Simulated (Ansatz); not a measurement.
# Polymorphs of In2O3

6 relaxations of In2O3 ended in 4 distinct structures. All values below come from PBEsol (plane waves to 420 eV, PAW, scalar-relativistic; Ansatz, a first-principles code).

| # | space group | Pearson | type | E − E(lowest) (eV/atom) | V (Å³/atom) | gap (eV, no SOC) | coordination | runs ending here |
|---|---|---|---|---|---|---|---|---|
| 1 | Ia-3 | cI80 | bixbyite type | 0.000 | 13.12 | 1.04 | In 6 (octahedral) / 6, O 4 | 1 |
| 2 | R-3c | hR10 | corundum type | 0.025 | 12.75 | 1.11 | In 6, O 4 | 3 |
| 3 | P-3m1 | hP5 | – | 0.157 | 12.34 | 0.70 | – | 1 |
| 4 | Pnma | oP20 | – | 0.161 | 11.94 | 0.45 | – | 1 |

Coordination numbers (neighbours up to the widest gap in distance over summed covalent radii, below 1.35; n+m marks a second, longer set; metal–metal contacts left out). Ia-3, cI80, bixbyite type is the lowest among the structures calculated here.

Each run could gain symmetry but not lose that of its start, so entries can be saddle points. From databases, or of a type measured for this composition: Ia-3, cI80, bixbyite type; R-3c, hR10, corundum type; the others are generated cells (placed on structure types, drawn at random, substituted or restacked) that were not matched to a known phase here. Energies are at zero temperature and pressure, without zero-point motion. No spin polarisation in the result. Gaps of cells over 8 atoms come from the SCF mesh and high-symmetry points alone.
